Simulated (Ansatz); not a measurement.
## Notes on BaTiO₃

```
Ba Ti O
1.0
     4.04808    0.00000    0.00000
     0.00000    4.04808    0.00000
     0.00000    0.00000    4.06650
Ba Ti O
1 1 3
Direct
  0.00000 0.00000 0.00000
  0.50000 0.50000 0.48200
  0.50000 0.50000 0.01600
  0.50000 0.00000 0.51500
  0.00000 0.50000 0.51500
```

Method: PBE, no spin polarisation; PAW, plane waves to 420 eV, 6×6×6 Γ-centred mesh, methfessel-paxton occupations (width 0.0217 eV) (Ansatz 0.2.0), atoms fixed.

Task: What is the band gap?

Result: The gap is 1.76 eV, indirect (the least direct gap found is 2.08 eV).

Task: Describe some of the short contacts.

Result: Ti–O at 1.90 Å: least valence density 0.84 e/Å³ and ELF 0.23 there. Ba–O at 2.83 Å: least valence density 0.17 e/Å³ and ELF 0.09 there, a closed-shell (ionic or weak) contact. These are pseudo-fields; inside the PAW spheres they differ from the all-electron ones.

Task: What does the stress say?

Result: The pressure is -3.1 GPa (compression positive), so with the atoms held at these fractions the cell would first shrink. The principal stresses -3.5, -3.5, -2.2 GPa differ, so its shape would change too.

Task: Which atom feels the largest force, and which way?

Result: The largest is on O3: 0.60 eV/Å, components (0.00, 0.00, 0.60). It makes 0° with the line to a nearest neighbour, Ti2 at 1.89 Å, pointing towards it.

Origin: a database entry at a rescaled volume.
